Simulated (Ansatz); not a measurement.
## Elastic constants of Mg (P6_3/mmc), step by step

```yaml
crystal:
  lattice:
    - [3.14005, 0.00000, 0.00000]
    - [-1.57002, 2.71936, 0.00000]
    - [0.00000, 0.00000, 5.06710]
  atoms:
    - { symbol: Mg, position: [0.33333, 0.66667, 0.25000] }
    - { symbol: Mg, position: [0.66667, 0.33333, 0.75000] }
```

Computed, not measured; unless marked otherwise by LDA, all-electron LAPW in Ansatz 0.2.0, scalar-relativistic. k mesh 16×16×8, strains of ±0.003, Fermi-Dirac smearing of 0.100 eV, basis error target 0.5 meV/atom. The cell was relaxed by PAW under this functional, which moved its volume by -7 % from the database entry's.

The cell is hexagonal and carries a residual pressure of 0.03 GPa at this level. Each strain component that symmetry leaves independent is applied at ±0.003, the ions relax wherever a strain frees them, and the stress (tension positive, GPa) is read. Shears are engineering strains, γ = 2ε.

| strain | size | σxx | σyy | σzz | σyz | σxz | σxy |
| --- | --- | --- | --- | --- | --- | --- | --- |
| xx | -0.003 | -0.2332 | -0.1527 | -0.0771 | 0.0000 | 0.0000 | 0.0000 |
| xx | +0.003 | 0.1297 | 0.0523 | 0.0725 | 0.0000 | 0.0000 | 0.0000 |
| zz | -0.003 | -0.1238 | -0.1238 | -0.2116 | 0.0000 | 0.0000 | 0.0000 |
| zz | +0.003 | 0.0262 | 0.0262 | 0.1969 | 0.0000 | 0.0000 | 0.0000 |
| yz | -0.003 | -0.0502 | -0.0500 | -0.0016 | -0.0550 | 0.0000 | 0.0000 |
| yz | +0.003 | -0.0502 | -0.0500 | -0.0016 | 0.0550 | 0.0000 | 0.0000 |

A central difference gives one constant, for example C11 ≈ (0.1297 − (-0.2332))/(0.006) = 60.5 GPa; the program then imposes the crystal's symmetry on the whole matrix.

(1) What are the independent elastic constants?

(2) Is the crystal stable against homogeneous strain?

(3) What moduli does a random aggregate of grains have?

(4) With the density of 1.866 g/cm³, how fast does sound travel, and what Debye temperature follows?

(5) How far do the constants move if PAW replaces LAPW in the same cell?

(6) What happens at 20 GPa (cell relaxed there)?

Results:

(1) C11 = 60.5, C12 = 34.2, C13 = 25.0, C33 = 68.1, C44 = 18.3 GPa.

(2) The least eigenvalue of the 6×6 matrix is 13.2 GPa, so yes.

(3) Voigt and Reuss bounds: B from 39.7 to 39.7 and G from 16.3 to 17.0 GPa; their means are B = 39.7 and G = 16.6 GPa. Then E = 9BG/(3B + G) = 43.8 GPa, ν = (3B − 2G)/(6B + 2G) = 0.316 and B/G = 2.39, on the ductile side of Pugh's 1.75 (a rule of thumb).

(4) 

| direction | slow (m/s) | middle (m/s) | fast (m/s) |
| --- | --- | --- | --- |
| x | 2655 | 3135 | 5694 |
| y | 2655 | 3135 | 5694 |
| z | 3135 | 3135 | 6041 |

The mean of v⁻³ over directions and branches gives v_m = 3330 m/s and θ_D = (ħ/k_B) v_m (6π²n)^(1/3) = 356 K, n being atoms per volume. Young's modulus spans 39 to 55 GPa over directions, and the universal anisotropy index is 0.21.

(5) 

```json
{"constant": "C11", "LAPW (GPa)": "60.5", "PAW (GPa)": "60.4", "difference": "-0.1"}
{"constant": "C12", "LAPW (GPa)": "34.2", "PAW (GPa)": "34.1", "difference": "-0.1"}
{"constant": "C13", "LAPW (GPa)": "25.0", "PAW (GPa)": "24.9", "difference": "-0.1"}
{"constant": "C33", "LAPW (GPa)": "68.1", "PAW (GPa)": "68.0", "difference": "-0.1"}
{"constant": "C44", "LAPW (GPa)": "18.3", "PAW (GPa)": "18.3", "difference": "0.0"}
```

(6) The volume falls to 0.7510 of its value, and C11 = 152.9, C12 = 105.2, C13 = 68.0, C33 = 191.6, C44 = 42.9 GPa (slopes of the stress), in this structure whether or not another phase takes over.

Known limits: responses of metals move with mesh and smearing; elastic stability says nothing of phonons or of other phases; the frozen-core PAW files of the compared runs were fitted under PBE, their cores solved anew for this functional.
